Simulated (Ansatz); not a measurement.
CaO:
```cif
data_CaO
_chemical_formula_sum 'Ca1 O1'
_space_group_name_H-M_alt 'P 1'
_space_group_IT_number 1
_cell_length_a 3.39086
_cell_length_b 3.39086
_cell_length_c 3.39086
_cell_angle_alpha 60.000
_cell_angle_beta 60.000
_cell_angle_gamma 60.000
loop_
_space_group_symop_operation_xyz
  'x, y, z'
loop_
_atom_site_label
_atom_site_type_symbol
_atom_site_fract_x
_atom_site_fract_y
_atom_site_fract_z
_atom_site_occupancy
Ca1 Ca 0.00000 0.00000 0.00000 1
O1 O 0.50000 0.50000 0.50000 1
```

Relaxed with r²SCAN. Independent-particle spectrum: no excitons, no local fields, no scissors shift; 0.1 eV broadening; ε₁ of the summed bands alone.

### Question
Tabulate the dielectric function from the program Ansatz at the r²SCAN level (PAW).

### Answer


| E (eV) | ε₁ xx | ε₂ xx |
|---|---|---|
| 0.0 | 3.42 | 0.00 |
| 0.5 | 3.43 | 0.00 |
| 1.0 | 3.45 | 0.00 |
| 1.5 | 3.50 | 0.00 |
| 2.0 | 3.56 | 0.00 |
| 2.5 | 3.65 | 0.00 |
| 3.0 | 3.79 | 0.00 |
| 3.5 | 3.98 | 0.00 |
| 4.0 | 4.28 | 0.00 |
| 4.5 | 5.04 | 0.06 |
| 5.0 | 5.12 | 1.25 |
| 5.5 | 5.04 | 1.68 |
| 6.0 | 4.75 | 2.25 |
| 6.5 | 4.49 | 2.65 |
| 7.0 | 3.88 | 2.95 |
| 7.5 | 3.75 | 2.91 |
| 8.0 | 3.77 | 3.03 |
| 8.5 | 4.28 | 3.45 |
| 9.0 | 3.34 | 5.21 |
| 9.5 | 1.45 | 4.63 |
| 10.0 | 2.77 | 5.64 |
| 10.5 | -1.35 | 6.52 |
| 11.0 | -2.27 | 3.52 |
| 11.5 | -2.03 | 2.35 |
| 12.0 | -1.51 | 1.22 |

### Question
From ε at 5.5 eV (xx: 5.04 + 1.68i), find n, k, the normal reflectivity and the absorption coefficient.

### Answer
n = 2.28, k = 0.369, R = 16 %, α = 2kE/ħc = 210000 cm⁻¹.

With all bands, ε∞ without local fields is 3.57. DFPT, with local fields, gives 3.52.

Space group Fm-3m (rock salt). The cell was relaxed with r²SCAN under the symmetry of its start; phonons on a q-mesh show no instability.

Potentials: the earlier of the program's two PAW sets.
